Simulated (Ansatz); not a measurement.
SnS2 (CdI2 type)

```yaml
crystal:
  lattice:
    - [3.62596, 0.00000, 0.00000]
    - [-1.81298, 3.14018, 0.00000]
    - [0.00000, 0.00000, 5.57353]
  atoms:
    - { symbol: Sn, position: [0.00000, 0.00000, 0.00000] }
    - { symbol: S, position: [0.33333, 0.66667, 0.26441] }
    - { symbol: S, position: [0.66667, 0.33333, 0.73559] }
```

Equation-of-state scan: isotropic scaling of the cell above, V₀ being its volume. The atoms relax within the cell's symmetry.

The numbers are results of PBEsol-D3(BJ) (plane waves to 420 eV, PAW, scalar-relativistic; Ansatz, an electronic-structure program), not measurements. k mesh 11×11×6 (Γ-centred), Fermi-Dirac smearing 0.05 eV. E stands for the smeared free energy. With the shape held, the modulus is that of even scaling; a crystal free to change shape is softer. SnS2 was relaxed with its symmetry unable to fall. The PAW data are Ansatz's earlier set. The zero of ΔE is the relaxed starting cell.

```tsv
V (Å³/atom)	ΔE (meV/atom)
19.038	43.6
19.391	29.2
19.743	18.0
20.096	9.8
20.449	4.2
20.801	1.0
21.154	0.0
21.506	0.9
21.859	3.7
22.211	8.0
22.564	13.8
22.916	20.9
23.269	29.1
```

Task: What bulk modulus at fixed cell shape B₀ follows from a third-order Birch-Murnaghan fit?

Result: 53.4 GPa.

Task: What is the fitted pressure derivative B₀′?

Result: 5.0.

(A scan under strain: stresses follow from slopes of the energy per volume, elastic moduli from its curvatures.)
